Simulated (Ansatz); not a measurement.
TiO$_{2}$ (rutile)

```xyz
6
Lattice="4.6435 0.0000 0.0000 0.0000 4.6435 0.0000 0.0000 0.0000 2.9637" Properties=species:S:1:pos:R:3 pbc="T T T"
Ti     0.0000     0.0000     0.0000
Ti     2.3218     2.3218     1.4819
O      1.4168     1.4168     0.0000
O      3.7386     0.9049     1.4819
O      0.9049     3.7386     1.4819
O      3.2267     3.2267     0.0000
```

Equation-of-state scan: isotropic scaling of the cell above, V₀ being its volume. The atoms relax within the cell's symmetry.

These are PBE (plane waves to 420 eV, PAW, scalar-relativistic; Ansatz, an electronic-structure program) values and carry that method's errors. k mesh 7×7×11 (Γ-centred), Fermi-Dirac smearing 0.05 eV. Energies are smeared free energies. Stress and pressure are positive under compression. With the shape held, the modulus is that of even scaling; a crystal free to change shape is softer. The PAW data are Ansatz's earlier set. TiO2 is run without spin polarisation. TiO2 was relaxed with its symmetry unable to fall. The zero of ΔE is the relaxed starting cell.

| V (Å³/atom) | ΔE (meV/atom) |
|---|---|
| 10.012 | 28.7 |
| 10.139 | 18.0 |
| 10.267 | 9.9 |
| 10.395 | withheld |
| 10.523 | 1.0 |
| 10.651 | 0.0 |
| 10.779 | 1.0 |
| 10.906 | 3.9 |
| 11.034 | 8.6 |
| 11.162 | 14.9 |
| 11.290 | 22.8 |

Task: Fit a third-order Birch-Murnaghan form (E₀, V₀, B₀, B₀′ free) to the given rows and predict ΔE at V = 10.395.

Result: Least squares on the 10 given rows: ΔE = E₀ + (9V₀B₀/16)·y²·[2 + (B₀′ − 4)y], y = (V₀/V)^(2/3) − 1, with V₀ = 10.651 Å³/atom, B₀ = 213.2 GPa (160.2 GPa = 1 eV/Å³; the term in eV is multiplied by 1000), B₀′ = 4.81, E₀ = 0.00 meV/atom; root-mean-square residual 0.03 meV/atom. At 10.395 the fit gives 4.3 meV/atom; the calculation gives 4.3 meV/atom, the same to the digits shown. For the pressure the fit gives 5.5 GPa against the computed 5.5 GPa.

(Under strain, the slope of the energy per volume gives the stress and its curvature an elastic modulus.)
